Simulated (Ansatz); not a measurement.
Two states of CoBi

```
Bi Co
1.0
     4.55674    0.00000    0.00000
     0.00000    4.55674    0.00000
     0.00000    0.00000    4.42660
Bi Co
2 2
Direct
  0.00000 0.50000 0.38550
  0.50000 0.00000 0.61450
  0.00000 0.00000 0.00000
  0.50000 0.50000 0.00000
```

The numbers come from plane-wave PAW DFT (Ansatz): PBE, with U_eff = 2.19 eV on Co d (all-electron-ortho-atomic projectors), 420 eV, 5×5×5 Γ-centred k points, fermi-dirac occupations (width 0.015 eV). Nothing was relaxed.

State A: Co3 along (-0.02, 0.00, 1.00), Co4 along (-0.02, 0.00, -1.00) (non-collinear spin). State B: Co3 along (0.87, -0.50, 0.00), Co4 along (-0.87, 0.50, 0.00) (non-collinear spin).

Problem. Compare the two self-consistent states.

Solution. State A is lower by 24.9 meV an atom at zero smearing.

| state | free energy (meV/atom) | largest moment in a small sphere (μB) | net moment (μB/cell) | gap on mesh (eV) | pressure (GPa) | largest force (eV/Å) |
| --- | --- | --- | --- | --- | --- | --- |
| A | 0.0 | 1.79 | 0.06 | metal | -0.4 | 0.12 |
| B | 24.9 | 1.81 | 0.11 | metal | -0.9 | 0.13 |

Origin: a known structure type with other elements, at an estimated volume, so it need not be a known compound.
